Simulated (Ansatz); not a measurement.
Ag2O:
```cif
data_Ag4O2
_chemical_formula_sum 'Ag4 O2'
_space_group_name_H-M_alt 'Pn-3m :1'
_space_group_IT_number 224
_space_group_name_Hall 'P 4n 2 3 -1n'
_cell_length_a 4.81217
_cell_length_b 4.81217
_cell_length_c 4.81217
_cell_angle_alpha 90.000
_cell_angle_beta 90.000
_cell_angle_gamma 90.000
loop_
_atom_site_label
_atom_site_type_symbol
_atom_site_symmetry_multiplicity
_atom_site_Wyckoff_symbol
_atom_site_fract_x
_atom_site_fract_y
_atom_site_fract_z
_atom_site_occupancy
Ag1 Ag 4 c 0.75000 0.75000 0.75000 1
O1 O 2 a 0.00000 0.00000 0.00000 1
```

Relaxed with PBE.

Question: Tabulate the valence density and the electron localisation function along the shortest Ag–O contact (2.08 Å), plane-wave PAW PBE (Ansatz code).

Answer: 

```csv
distance from Ag (Å),density (e/Å³),ELF
0.21,18.11,0.82
0.31,14.90,0.76
0.42,11.28,0.69
0.52,7.80,0.60
0.63,4.91,0.50
0.73,2.80,0.38
0.83,1.50,0.25
0.94,0.86,0.16
1.04,0.65,0.14
1.15,0.66,0.25
1.25,0.82,0.52
1.35,1.16,0.76
1.46,1.79,0.83
1.56,2.83,0.82
1.67,4.22,0.76
1.77,5.63,0.64
1.88,6.74,0.45
```

The density is the valence pseudo-density with augmentation charge, so density and ELF within about 1 Å of a nucleus are not all-electron values.

Symmetry was held in the PBE relaxation; of distortions, only those at the zone centre were tested. No spin polarisation was allowed.

Potentials: the later of the program's two PAW sets.
